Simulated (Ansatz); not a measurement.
A geometry of WSe$_{2}$ away from equilibrium: step 2 of the relaxation of a randomly generated symmetric cell of WSe2 (space group No. 215). Method: r2SCAN (plane waves to 500 eV, PAW, scalar-relativistic; Ansatz, a first-principles code). Γ-centred k-mesh 5×5×5 on the run's cell (coarser than for final values), Fermi–Dirac smearing 0.05 eV. The plane waves were selected for a different cell earlier on the path.

```
CELL_PARAMETERS angstrom
      5.34447     0.00000     0.00000
      0.00000     5.34447     0.00000
      0.00000     0.00000     5.34447
ATOMIC_POSITIONS crystal
  Se 0.25696 0.25696 0.25696
  Se 0.74304 0.74304 0.25696
  Se 0.74304 0.25696 0.74304
  Se 0.25696 0.74304 0.74304
  W  0.50000 0.50000 0.50000
  W  0.00000 0.00000 0.00000
```

**Question.** Give the Cartesian forces on all atoms (eV/Å).

**Answer.** 
```
atom     Fx     Fy     Fz
----  -----  -----  -----
Se1   -1.41  -1.41  -1.41
Se2    1.41   1.41  -1.41
Se3    1.41  -1.41   1.41
Se4   -1.41   1.41   1.41
W5     0.00   0.00   0.00
W6     0.00   0.00   0.00
```

The path ends in Pn-3m (No. 224) (AFLOW prototype A2B_cP6_224_b_a (C3, as in Cu2O)). No spin polarisation in the result.

The run could not lose the symmetry of its start: the end is stationary, and may be a saddle point rather than a minimum.

The end of the path is a generated cell of WSe2: the first start was made by a random draw of sites in a space group, and the end was not matched to a known phase here, so it may be hypothetical. Known forms of WSe2 include space group No. 194.
